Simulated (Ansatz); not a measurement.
MoS2:
Space group P6₃/mmc (No. 194); a = b = 3.1741 Å, c = 12.4868 Å, α = β = 90.00°, γ = 120.00°

| atom | site | symmetry | x | y | z |
|---|---|---|---|---|---|
| Mo | 2c | -6m2 | 0.3333 | 0.6667 | 0.2500 |
| S | 4f | 3m. | 0.6667 | 0.3333 | 0.1256 |

Relaxed at zero pressure with the program Ansatz at the r²SCAN+D4 level (PAW).

Q: The volume is raised by 9 % and shape and atoms relax at that volume. What pressure results, and how do the axes share the change?

A: -1.5 GPa; a 0.5 %, b 0.5 %, c 8.0 %; the energy rises by 10 meV/atom.

Q: Give the new structure.

A: 
Space group P6₃/mmc (No. 194); a = 3.189 Å, b = 3.189 Å, c = 13.481 Å, α = 90.00°, β = 90.00°, γ = 120.00°

```json
[
 {"atom": "Mo", "site": "2c", "symmetry": "-6m2", "x": "0.3333", "y": "0.6667", "z": "0.2500"},
 {"atom": "S", "site": "4f", "symmetry": "3m.", "x": "0.6667", "y": "0.3333", "z": "0.1349"}
]
```

The phase is kept; no other phase was compared at this pressure.

Space group P6_3/mmc. The r²SCAN+D4 relaxation kept the symmetry of its start; phonons on a q-mesh show no instability. The run is not spin-polarised.

Potentials: the later of the program's two PAW sets.
